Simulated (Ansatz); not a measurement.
MoN$_{2}$:
```
CELL_PARAMETERS angstrom
      4.26435     0.00000     0.00000
      0.00000     4.26435     0.00000
      0.00000     0.00000     2.70718
ATOMIC_POSITIONS crystal
  Mo 0.50000 0.50000 0.00000
  Mo 0.00000 0.00000 0.00000
  N  0.88757 0.38757 0.50000
  N  0.11243 0.61243 0.50000
  N  0.61243 0.88757 0.50000
  N  0.38757 0.11243 0.50000
```

Relaxed with LDA. Special points in fractions of this cell's reciprocal vectors: Γ (0.000, 0.000, 0.000); X (0.000, 0.500, 0.000); M (0.500, 0.500, 0.000); Z (0.000, 0.000, 0.500); R (0.000, 0.500, 0.500); A (0.500, 0.500, 0.500).

Q: List the band energies nearest the Fermi level at these points for plane-wave PAW LDA (Ansatz code).

A: In eV from the Fermi level; about four levels below and three above (degenerate sets whole), none deeper than 8.9 eV; points with the same levels are listed once.

```csv
k,below,above
Γ,-3.26 -3.26 -2.50 -1.92,0.62 0.62 1.07
X,-1.28 -1.28 -0.45 -0.45,2.33 2.33 3.55 3.55
M,-4.09 -4.09 -0.93 -0.93,0.48 0.48 0.58 0.58
Z,-3.37 -2.79 -2.15 -2.15,0.76 1.02 2.27
R,-2.63 -2.63 -1.17 -1.17,2.71 2.71 3.37 3.37
A,-5.49 -5.49 -1.49 -1.49,2.63 2.63 3.73 3.73
```

Space group P4/mbm. The workflow started from a Materials Project entry (that database holds measured and hypothetical structures alike); the Crystallography Open Database copy checked does not list it. Its standing as an ambient phase is unchecked. The LDA relaxation kept the symmetry of its start; of distortions, only those at the zone centre were tested. The run is not spin-polarised. Scalar-relativistic: spin–orbit coupling is off unless named, which matters more the heavier the elements.

Potentials: the later of the program's two PAW sets.
